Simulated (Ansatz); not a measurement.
**Ansatz 0.2.0, relaxation: RePt2**

Input:

```yaml
crystal:
  lattice:
    - [0.0, 0.0, 3.90774522]
    - [2.74290782, 0.0, 0.0]
    - [1.37145391, 4.11136718, -1.95387211]
  atoms:
    - { symbol: Re, position: [0.0, 0.0, 0.0] }
    - { symbol: Pt, position: [0.353, 0.647, 0.706] }
    - { symbol: Pt, position: [0.647, 0.353, 0.294] }
  symmetry: { tolerance: 0.0003 }
kpoints:
  mp_grid: { grid: [7, 7, 7], shift: [0, 0, 0] }
magnetization:
  spin_polarized: false
scf:
  occupations: { method: gaussian, width: 0.0901 }
  lower_state_search: "off"
hamiltonian:
  pseudopotentials: { kind: paw }
  xc: r2scan
basis:
  ecutwfc: 500
  fft_grid_basis: typed
relax:
  max_steps: 80
  cell: { p_target: 0.0 }
  f_tol: 0.03
output:
  forces: true
  stress: true
  eigenvalues: true
  bader: true
  populations: true
  elf: true
  write_potential: true
  volumetric_format: npy
  dos:
    e_range: [-12, 8]
    de: 0.05
    projected: { site_lists: { Pt: [Pt], Re: [Re] } }
checkpoint:
  read: saved_state
```

Launch command:

```bash
ansatz run input.yaml --threads 2 --pin off --max-ram 3584MiB --backend cpu --events-out ev --progress --plain --runs-dir out
```

Origin of the cell: a known structure type with other elements, at an estimated volume, so it need not be a known compound.

The saved state is a converged single point of the same cell.

Steps («new basis» is an SCF on plane waves selected anew at the same cell):

| step | ΔF (meV/atom) | max force component (eV/Å) | P (GPa) | volume (Å³) | SCF iterations | step was |
| --- | --- | --- | --- | --- | --- | --- |
| 1 | 0.0 | 4.695 | 13.87 | 44.07 | 6 | accepted |
| 2 | -145.7 | 1.535 | 1.45 | 44.48 | 9 | accepted |
| 3 | -177.8 | 0.372 | -3.44 | 45.05 | 7 | accepted |
| 4 | -181.4 | 0.063 | 1.46 | 44.41 | 7 | accepted |
| 5 | -181.8 | 0.008 | -0.06 | 44.61 | 6 | accepted |
| 6 | -181.8 | 0.000 | 0.00 | 44.60 | 4 | accepted |
| 7 | -181.9 | 0.000 | 0.00 | 44.60 | 6 | new basis |

Step 1, with forces in eV/Å:

```xyz
3
Lattice="0.000 0.000 3.908 2.743 0.000 0.000 1.371 4.111 -1.954" Properties=species:S:1:pos:R:3:forces:R:3 pbc="T T T" step=1
Re    0.000    0.000    0.000    0.000    0.000    0.000
Pt    2.743    2.903    0.000    0.000   -4.695    0.000
Pt    1.371    1.209    1.954    0.000    4.695    0.000
```

Step 2, with forces in eV/Å:

```xyz
3
Lattice="0.000 0.000 3.913 2.793 0.000 0.000 1.396 4.070 -1.957" Properties=species:S:1:pos:R:3:forces:R:3 pbc="T T T" step=2
Re    0.000    0.000    0.000    0.000    0.000    0.000
Pt    2.793    2.676    0.000    0.000    1.535    0.000
Pt    1.396    1.393    1.957    0.000   -1.535    0.000
```

Step 3, with forces in eV/Å:

```xyz
3
Lattice="0.000 0.000 3.919 2.785 0.000 0.000 1.392 4.128 -1.960" Properties=species:S:1:pos:R:3:forces:R:3 pbc="T T T" step=3
Re    0.000    0.000    0.000    0.000    0.000    0.000
Pt    2.785    2.771    0.000    0.000    0.372    0.000
Pt    1.392    1.357    1.960    0.000   -0.372    0.000
```

Step 4, with forces in eV/Å:

```xyz
3
Lattice="0.000 0.000 3.906 2.782 0.000 0.000 1.391 4.088 -1.953" Properties=species:S:1:pos:R:3:forces:R:3 pbc="T T T" step=4
Re    0.000    0.000    0.000    0.000    0.000    0.000
Pt    2.782    2.758    0.000    0.000   -0.063    0.000
Pt    1.391    1.330    1.953    0.000    0.063    0.000
```

Step 7, with forces in eV/Å:

```xyz
3
Lattice="0.000 0.000 3.909 2.783 0.000 0.000 1.392 4.099 -1.955" Properties=species:S:1:pos:R:3:forces:R:3 pbc="T T T" step=7
Re    0.000    0.000    0.000    0.000    0.000    0.000
Pt    2.783    2.764    0.000    0.000    0.000    0.000
Pt    1.392    1.335    1.955    0.000    0.000    0.000
```

- Free energy lowered by: 181.9 meV/atom
- Volume change: 1.21 %
- Final pressure: 0.00 GPa
- Relaxation steps listed: 7
- Formation energy (elements under the same functional, gases as molecules, uncorrected): -0.098 eV/atom
- Gap on the mesh: none (metal)

Caveats: no moments, though an odd count or open d shells may carry them; no spin-orbit coupling, though heavy elements are present; the k mesh is coarse if the cell is a metal; the relaxation held the start's symmetry, so the end may be a saddle point.

It ran for 47 s on 2 threads of Arm Neoverse V2, on a shared host, peak memory 0.52 GiB, from a saved density.
